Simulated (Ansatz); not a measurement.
# Sn2Pb3S5 (R-3m) at 3 levels of theory

One geometry, relaxed with PBE; plane waves with PAW potentials in Ansatz, scalar-relativistic. No spin polarisation. Gaps are the least over mesh and band path; pressure is positive in compression.

```xyz
10
Lattice="2.1036 1.2145 17.1600 -2.1036 1.2145 17.1600 0.0000 -2.4290 17.1600" Properties=species:S:1:pos:R:3 pbc="T T T"
Sn    0.0000    0.0000   10.2408
Sn    0.0000    0.0000   41.2391
Pb    0.0000    0.0000   30.8171
Pb    0.0000    0.0000    0.0000
Pb    0.0000    0.0000   20.6629
S     0.0000    0.0000   46.2123
S     0.0000    0.0000   15.4074
S     0.0000    0.0000   36.0725
S     0.0000    0.0000    5.2677
S     0.0000    0.0000   25.7400
```

| level | cutoff (eV) | k mesh | gap (eV) | pressure (GPa) |
| --- | --- | --- | --- | --- |
| PBE | 420 | 12×12×12 | 0.04 | 0.0 |
| r2SCAN | 500 | 12×12×12 | 0.22 | -1.0 |
| LDA | 420 | 12×12×12 | 0 | -4.5 |

Spin-orbit coupling matters for the bands of heavy elements and is left out.

The cell was found from a structure generator's guess, not taken from experiment.
